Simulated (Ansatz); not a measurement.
A trial cell of Sn3PbO4, before relaxation:

```
Sn Pb O
1.0
     3.86159    0.00000    0.00000
     0.00000    3.86159    0.00000
     0.00000    0.00000   10.15685
Sn Pb O
3 1 4
Direct
  0.50000 0.50000 0.61299
  0.00000 0.00000 0.38701
  0.00000 0.00000 0.88701
  0.50000 0.50000 0.11299
  0.50000 0.00000 0.00000
  0.50000 0.00000 0.50000
  0.00000 0.50000 0.00000
  0.00000 0.50000 0.50000
```

All numbers below come from Ansatz 0.2.0, DFT PBE, scalar-relativistic, plane waves, PAW. Cutoff 420 eV, Gaussian smearing, Γ-centred meshes. Cell and atoms relax first on a coarse mesh and then on a converged one. In between, the cell is made exact in the group found at 0.06 Å. The steps can't lower the symmetry of their start. No spin polarisation.

A guess keeps its type if space group and coordination stay and the shape of the cell changes little (axis ratios within about 15 %, angles within 6°); the volume may change.

Task: Does this structure survive the relaxation?

Result: It keeps its type. The symmetry stays P4mm (No. 99). The volume per atom grows by 4.8 %, from 18.9 to 19.8 Å³. The shortest distance goes from 2.25 Å (Pb–O and Sn–O) to 2.24 Å (Sn–O). The ratio c/a of the conventional cell changes by a factor of 1.01. Counting neighbours within 15 % of an atom's shortest distance, the start has O 4, Pb 4, Sn 4 and the end O 4, Pb 4, Sn 4.

The last run used an 8×8×4 mesh (in the run's order of axes) for its 8-atom cell and Gaussian smearing of 0.02 eV. No dispersion correction is applied, so the spacing and binding between layers, chains or molecules are poorly described. Spin–orbit coupling, which can matter for Pb, is left out. A structure relaxed within its symmetry needn't be a true minimum.
